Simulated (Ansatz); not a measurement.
Polymorphs of WC, each relaxed with the program Ansatz at the r²SCAN level (PAW):

A: P-6m2
a = b = 2.9121 Å, c = 2.8363 Å, α = β = 90.00°, γ = 120.00°

```json
[
 {"atom": "W", "site": "1a", "symmetry": "-6m2", "x": "0.0000", "y": "0.0000", "z": "0.0000"},
 {"atom": "C", "site": "1f", "symmetry": "-6m2", "x": "0.6667", "y": "0.3333", "z": "0.5000"}
]
```

B: rock salt (Fm-3m)
a = b = c = 4.3648 Å, α = β = γ = 90.00°

| atom | site | symmetry | x | y | z |
|---|---|---|---|---|---|
| W | 4a | m-3m | 0.0000 | 0.0000 | 0.0000 |
| C | 4b | m-3m | 0.5000 | 0.5000 | 0.5000 |

Problem. Put the candidates in order of energy per atom at 0 K, lowest first, for r²SCAN.

Solution. A (+0 meV/atom), B (+493 meV/atom)

Not the usual ambient phase: B. All cells were relaxed under the symmetry of their starts (and spin orders); stability against distortions was not tested throughout. Rows with no word on spin ran without spin polarisation. Spin–orbit coupling is left out wherever it is not named.

Energies hold the estimated change up to a 700 eV cutoff; steps of a few meV lie near the error of the meshes.

Potentials: the later of the program's two PAW sets.
